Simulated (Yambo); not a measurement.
Yambo run on AgCl (rock salt, space group Fm-3m, No. 225). The wavefunctions come from this Quantum ESPRESSO step (PBEsol, PseudoDojo standard norm-conserving files, scalar-relativistic):

```
&CONTROL
  calculation = 'nscf'
  pseudo_dir = './pseudo'
  outdir = './out'
/
&SYSTEM
  ibrav = 0
  nat = 2
  ntyp = 2
  ecutwfc = 82.0
  ecutrho = 328.0
  occupations = 'fixed'
  force_symmorphic = .true.
  nbnd = 102
/
&ELECTRONS
  conv_thr = 2e-09
  diago_full_acc = .true.
  diago_thr_init = 1e-08
/
ATOMIC_SPECIES
Cl 35.4500 Cl.upf
Ag 107.8682 Ag.upf
CELL_PARAMETERS angstrom
  0.000000000000   2.723806402000   2.723806402000
  2.723806402000   0.000000000000   2.723806402000
  2.723806402000   2.723806402000   0.000000000000
ATOMIC_POSITIONS crystal
Cl   0.500000000000   0.500000000000   0.500000000000
Ag   0.000000000000   0.000000000000   0.000000000000
K_POINTS automatic
4 4 4 0 0 0
```

Yambo input:

```
rim_cut
gw0
dyson
el_el_corr
HF_and_locXC
ppa
em1d
RandQpts= 1000000
RandGvec= 1 Ry
EXXRLvcs= 82 Ry
VXCRLvcs= 328 Ry
Chimod= "HARTREE"
% BndsRnXp
 5 | 100 |
%
NGsBlkXp= 10 Ry
% LongDrXp
 1.0 | 1.0 | 1.0 |
%
PPAPntXp= 27.2114 eV
% GbndRnge
 1 | 100 |
%
GTermKind= "BG"
DysSolver= "n"
ExtendOut
% QPkrange
 1 | 1 | 13 | 14 |
 3 | 3 | 13 | 14 |
 7 | 7 | 13 | 14 |
 8 | 8 | 13 | 14 |
%
```

k points by index: 1 = Γ, 3 = L, 7 = X, 8 = W.

Table of the .qp output:

```
#    K-point    Band    Eo [eV]    E [eV]    E-Eo [eV]    Vxc [eV]    Vnlxc [eV]    Sc|Eo [eV]    Sc|E [eV]    dSc/dw|Eo [eV]    Re(Z)    Im(Z)
#
    1    13    -2.550606    -3.745083    -1.194476    -14.50416    -18.78873    2.775014    3.090091    -7.176923    0.791294    -0.001579
    1    14    0.726665    1.157633    0.430968    -11.37464    -6.977838    -3.876361    -3.965834    -5.648285    0.828108    -0.001028
    3    13    0.000000    -1.128759    -1.128759    -21.45844    -26.46211    3.589366    3.874912    -6.883094    0.798115    -0.001173
    3    14    3.875318    4.235857    0.360539    -9.642610    -5.204589    -4.006215    -4.077482    -5.377415    0.834991    -0.001051
    7    13    -2.021196    -3.322115    -1.300919    -24.39741    -31.35601    5.298239    5.657686    -7.517612    0.783533    -0.001351
    7    14    2.133621    2.795335    0.661714    -11.86301    -6.935619    -4.129694    -4.265672    -5.591005    0.829554    -0.001024
    8    13    -1.346856    -2.455743    -1.108887    -21.27787    -26.60282    3.929587    4.216063    -7.028833    0.794716    -0.001683
    8    14    4.159994    4.772745    0.612752    -13.79260    -8.926040    -4.117288    -4.253810    -6.061733    0.817817    -0.001192
```
(The two width columns are left out.) Convergence of these settings isn't established.

Spin-orbit coupling is not included.

Geometry relaxed with PBEsol.
